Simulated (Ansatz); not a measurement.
Data:

BN:
```yaml
crystal:
  lattice:
    - [2.54801, 0.00000, 0.00000]
    - [-1.27400, 2.20664, 0.00000]
    - [0.00000, 0.00000, 8.37529]
  atoms:
    - { symbol: B, position: [0.00000, 0.00000, 0.99977] }
    - { symbol: B, position: [0.00000, 0.00000, 0.49977] }
    - { symbol: B, position: [0.66667, 0.33333, 0.75047] }
    - { symbol: B, position: [0.33333, 0.66667, 0.25047] }
    - { symbol: N, position: [0.00000, 0.00000, 0.81317] }
    - { symbol: N, position: [0.00000, 0.00000, 0.31317] }
    - { symbol: N, position: [0.66667, 0.33333, 0.56222] }
    - { symbol: N, position: [0.33333, 0.66667, 0.06222] }
```

This is the r²SCAN-relaxed structure.

**Question.** All from r²SCAN in the plane-wave PAW code Ansatz, unless another level is named. Give the HSE06 gap on the r²SCAN cell.

**Answer.** 6.91 eV.

**Question.** And the weight of the conduction-edge state by species (Voronoi cells)?

**Answer.** B 57 %, N 43 %.

**Question.** What about the valence-band maximum?

**Answer.** at Γ.

Space group P6_3mc. A made-up cell: these elements were put on the sites of a structure type. Its sites differ from those of the usual phase in this space group: another stacking or structure type. The cell was relaxed with r²SCAN under the symmetry of its start; phonons on a q-mesh show no instability.

Potentials: the later of the program's two PAW sets.
